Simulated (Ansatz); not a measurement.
BP:
```
CELL_PARAMETERS angstrom
      3.19821     0.00000     0.00000
     -1.59911     2.76974     0.00000
      0.00000     0.00000     7.96683
ATOMIC_POSITIONS crystal
  B  0.33333 0.66667 0.25000
  P  0.66667 0.33333 0.25000
  P  0.33333 0.66667 0.75000
  B  0.66667 0.33333 0.75000
```

Relaxed with r²SCAN+D4.

Problem. Map the electron localisation function on the plane through (0.333, 0.667, 0.250) spanned by u = [1, 1, 0] and v = [1, -1, 0] in lattice vectors, from the program Ansatz at the r²SCAN+D4 level (PAW).

Solution. x is the fraction of u, y of v (the angle between them is 90°; rows are the nearest grid lines); atoms in the plane: B at (0.00, 0.00), B at (0.50, 0.50), P at (0.00, 0.33), P at (0.50, 0.83).
```
|00378876567887300|
|01699986468999610|
|24899984148999842|
|56899830003899865|
|45788500000588754|
|33566410001466533|
|11245555555554211|
|00125899999852100|
|00125799999752100|
|00135788988753100|
|12345555555554321|
|34677630003677643|
|46899961016999864|
|14899984248999841|
|01699996569999610|
|00389986568998300|
|00058875457885000|
|55555421112455555|
|99875310001357899|
|99985210001258999|
|99975210001257999|
|55555432123455555|
|00367764346776300|
|00378876567887300|
```
Scale: ten equal steps from 0.000 (start of '0') to 0.948 (end of '9'), in the order '0123456789'; x runs from 0.000 to 1.00, y from 0.000 (bottom) to 1.00 (top).

The density is the valence pseudo-density with augmentation charge, so density and ELF within about 1 Å of a nucleus are not all-electron values.

Space group P6_3/mmc. The start of the workflow was typed in or built on a structure type; neither database checked (COD, Materials Project) lists it. It is not the phase usual at ambient conditions (space group No. 216). Symmetry was held in the r²SCAN+D4 relaxation; its stability against distortions is not shown here.

Potentials: the earlier of the program's two PAW sets.
